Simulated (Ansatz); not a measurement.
## EuAgSb with basis.ecutrho_ratio, scf.max_iter changed

Level of theory: PBEsol, collinear spin, scalar-relativistic; Ansatz, plane waves to 420 eV (PAW set soft_2), k-mesh 3×3×3. These are the settings of the reference run.

Cell:

```
cell
1.0
     0.0000    0.0000    7.8752
    -7.0751    4.0848    0.0000
     0.0000   -8.1696    0.0000
Eu Ag Sb
6 6 6
Direct
  0.0000 0.3333 0.6667
  0.0000 0.6667 0.3333
  0.0000 0.0000 0.0000
  0.5000 0.3333 0.6667
  0.5000 0.6667 0.3333
  0.5000 0.0000 0.0000
  0.7500 0.3333 0.3333
  0.7500 0.6667 0.0000
  0.7500 0.0000 0.6667
  0.2500 0.0000 0.3333
  0.2500 0.3333 0.0000
  0.2500 0.6667 0.6667
  0.2500 0.3333 0.3333
  0.2500 0.6667 0.0000
  0.2500 0.0000 0.6667
  0.7500 0.0000 0.3333
  0.7500 0.3333 0.0000
  0.7500 0.6667 0.6667
```

The reference run of this cell is solved again as a single point with these keys changed:

| key | reference run | changed run |
| --- | --- | --- |
| basis.ecutrho_ratio | not typed | 0 |
| scf.max_iter | not typed | 75 |

Question: Does this change matter?

Answer: It is refused before the calculation starts. Message: Error: invalid value for `basis.ecutrho_ratio`: must be in [1, 1024]; got 0
